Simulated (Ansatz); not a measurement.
## BaBOF3 — ¹¹B NMR of the central transition

Cell: a computed structure from the Materials Project (it need not be an observed phase), atoms as given.

```cif
data_BaBOF3
_symmetry_space_group_name_H-M 'Pnma'
_symmetry_Int_Tables_number 62
_cell_length_a 9.3571
_cell_length_b 5.1819
_cell_length_c 6.9518
_cell_angle_alpha 90.000
_cell_angle_beta 90.000
_cell_angle_gamma 90.000
loop_
_atom_site_label
_atom_site_type_symbol
_atom_site_symmetry_multiplicity
_atom_site_Wyckoff_symbol
_atom_site_fract_x
_atom_site_fract_y
_atom_site_fract_z
Ba Ba 4 c 0.6919 0.2500 0.3242
B B 4 c 0.5787 0.2500 0.8245
O O 4 c 0.8037 0.7500 0.4369
F13 F 4 c 0.9369 0.2500 0.5894
F17 F 8 d 0.4285 0.5265 0.3152
```

One atom of each set is listed.

Method: Kohn–Sham DFT in Ansatz, PBE, plane waves and PAW, scalar-relativistic, 420 eV cutoff, Γ-centred 3×4×3 k-points, Fermi–Dirac smearing 0.02 eV.

¹¹B has I = 3/2 and Q = 40.59 mb (Pyykkö 2018); at 21.1 T its Larmor frequency is ν₀ = 288.3 MHz. Only the quadrupole interaction is simulated: positions count from each site's isotropic chemical shift, and J coupling is left out, as are shift anisotropy and dipolar coupling, which fast spinning averages.

Problem. What does the ¹¹B spectrum (fast magic-angle spinning) show for each site?

Solution. 

```
site                        first shell  C_Q (MHz)     η  P_Q (MHz)  δ_QIS (ppm)  breadth (kHz)
   B  1 O at 1.35 Å, 3 F at 1.46–1.51 Å      -1.77  0.19       1.78       -0.957          0.621
```

δ_QIS = −(ν_Q²/30ν₀²)[I(I+1) − 3/4](1 + η²/3) × 10⁶ ppm with ν_Q = 3|C_Q|/[2I(2I−1)]; it falls as 1/B₀² in ppm, and the breadth as 1/B₀ in kHz.

At B V_zz points along its shortest bond, to O (within 3°).
